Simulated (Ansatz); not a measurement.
Crystals of one structure type (zinc blende) and one family of elements, relaxed and computed with r²SCAN in the plane-wave PAW code Ansatz.

| crystal | K_Hill (GPa) | G_Hill (GPa) |
|---|---|---|
| GaSb | 53.4 | 34.8 |
| InAs | 57.8 | 28.7 |
| InP | 68.4 | ? |
| BP | 169 | 174 |
| GaN | 196 | 113 |
| AlN | 210 | 132 |
| BN | 391 | 404 |

### Question
Fit a straight line to ln G against ln K and predict the withheld value.

### Answer
Least squares on the 6 shown rows: ln G = 1.24 × ln K + (-1.537), with a scatter of 22 %. For InP this gives 40.5. The run itself gave 34.3, within the scatter.

All cells were relaxed under the symmetry of their starts (and spin orders); stability against distortions was not tested throughout. Scalar-relativistic: spin–orbit coupling is off unless named, which matters more the heavier the elements.

Potentials: the earlier of the program's two PAW sets.
